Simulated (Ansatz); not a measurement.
**Relaxing scandium (simple cubic)**

These are results of DFT, LDA (PW92), plane waves (420 eV) with PAW, scalar-relativistic in Ansatz, not measurements. The PAW files were generated under PBE, with cores re-solved for the functional.

k-point mesh 10×10×10, Fermi-Dirac smearing 0.1 eV, no spin polarisation. Cell and atoms relax.

Starting structure:

```yaml
crystal:
  lattice:
    - [3.00008, 0.00000, 0.00000]
    - [0.00000, 3.00008, 0.00000]
    - [0.00000, 0.00000, 3.00008]
  atoms:
    - { symbol: Sc, position: [0.00000, 0.00000, 0.00000] }
```

Q: What cell does the relaxation end in?

A: Pm-3m with a = 2.854 Å; 23.26 Å³ per atom against 27.00 at the start (-13.9 %).

Q: How much energy does the relaxation gain?

A: 61.4 meV per atom.

Path of the relaxation (the plane waves are chosen anew near the end, which can shift the energy a little):

| step | E − E(final) (meV/atom) | V (Å³/atom) | P (GPa) | max force (eV/Å) |
| --- | --- | --- | --- | --- |
| 0 | 61.37 | 27.002 | -4.77 | 0.000 |
| 1 | 1.95 | 23.889 | -1.02 | 0.000 |
| 2 | -0.10 | 23.158 | 0.17 | 0.000 |
| 3 | -0.14 | 23.258 | 0.00 | 0.000 |
| 4 | 0.00 | 23.258 | -0.01 | 0.000 |
